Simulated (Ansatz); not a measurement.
# What moves the field gradients of Si₃N₄?

Cell of run 1: an entry of the Crystallography Open Database (COD; perhaps a calculated or model structure), taken as it stands.

Space group P6_3/m (No. 176); a = 7.6044, c = 2.9063 Å, γ = 120.00°.

| site | Wyckoff | site symmetry | x | y | z |
| --- | --- | --- | --- | --- | --- |
| Si | 6h | m.. | 0.7685 | 0.1746 | 0.2500 |
| N7 | 6h | m.. | 0.0306 | 0.3303 | 0.2500 |
| N13 | 2d | -6.. | 0.6667 | 0.3333 | 0.2500 |

One atom of each set is listed.

Relaxed positions (PBE, cell held):

Si (0.7680, 0.1741, 0.2500)
N7 (0.0300, 0.3299, 0.2500)
N13 (0.6667, 0.3333, 0.2500)

All runs are DFT with Ansatz 0.2.0 (plane waves and PAW, scalar-relativistic unless spin–orbit coupling is named, Γ-centred meshes, Fermi–Dirac smearing where given) in this cell.

Run 1: PBE, gradients read without the response of the cores, atoms as given; 420 eV, 4×4×10 k-points, smearing 0.02 eV.
Run 2: PBE, gradients read without the response of the cores, atoms relaxed; 420 eV, 4×4×10 k-points, smearing 0.02 eV.
Run 3: r2SCAN, gradients read without the response of the cores, at the relaxed atoms; 500 eV, 4×4×10 k-points, smearing 0.02 eV.

Task: What does each run give, and what moves the gradients most?

Result: 

| run | Si V_zz (η) | N7 V_zz (η) | N13 V_zz (η) |
| --- | --- | --- | --- |
| 1 | 0.91 (0.25) | -5.14 (0.07) | -5.11 (0.00) |
| 2 | 0.90 (0.26) | -5.14 (0.07) | -5.10 (0.00) |
| 3 | 0.90 (0.23) | -5.15 (0.07) | -5.20 (0.00) |

V_zz in 10²¹ V/m². Against run 1, the gradient tensors on these sites move by at most 0.03 in run 2 (N7), 0.09 in run 3 (N13). Taken one at a time, the functional (r2SCAN with its higher cutoff) moves the tensors on these sites by up to 0.10 (largest principal value of the change, on N13), the positions of the atoms (as given or relaxed) by 0.03 (N7).

The cell isn't the equilibrium one in runs 1, 2 (calculated pressure 6, 6 GPa), and the entry's cell may itself be off.
